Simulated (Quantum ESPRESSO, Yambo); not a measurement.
Cs2LiAlF6 (space group P-3m1, No. 164). The geometry is that of Materials Project entry mp-1206808, symmetrised and not relaxed again. Chain: LDA (Quantum ESPRESSO, PseudoDojo norm-conserving, 84 Ry, no spin-orbit coupling); G0W0 in Yambo (3×3×2 Γ-centred k mesh, bands 2 to 191 and a 6 Ry block in the screening, 191 bands in G with the Bruneval-Gonze terminator, plasmon pole fitted at 27.2 eV); BSE (3×3×4 mesh, 22 valence and 11 conduction bands, static screening with 98 bands and a 3 Ry block, scissor 4.16 eV, Tamm-Dancoff).

```
Property                                                                   Result
--------------------------------------------  -----------------------------------
LDA gap (dense path)                                                      6.56 eV
LDA gap Γ → Γ on the GW mesh                                              6.56 eV
LDA smallest direct gap on the GW mesh, at Γ                              6.56 eV
G0W0 direct gap at that point                                            10.72 eV
G0W0 correction to the gap Γ → Γ                                          4.16 eV
lowest exciton                                no binding energy given (see below)
RPA electronic dielectric constant along x           2.10 (3×3×4 mesh, LDA bands)
```

Rough cost of the Yambo steps against G0W0 for 4 states: BSE within a factor of two, one RPA spectrum about 1/10.

Nearest settings tried, and what they do to the gap: 151 bands in W, 151 bands in G: +55 meV; 5 Ry block (241 vectors against 295): +32 meV; 3×3×4 mesh: +9 meV. So the settings aren't converged at that level. The BSE states are vertical excitations (zero momentum). Convergence of the RPA response with its 3×3×4 mesh was not tested. The lowest state covers only about 5 of the 36 k points, so the mesh doesn't resolve it: its energy and its distance from the direct gap are mesh artefacts. An extended exciton needs a far denser mesh. Axes are Cartesian, with cell vectors (Å) (6.30, 0.00, 0.00), (-3.15, 5.45, 0.00), (0.00, 0.00, 5.10).

The structure is a Materials Project entry; no match was found in the copy of COD used, and its stability was not checked.
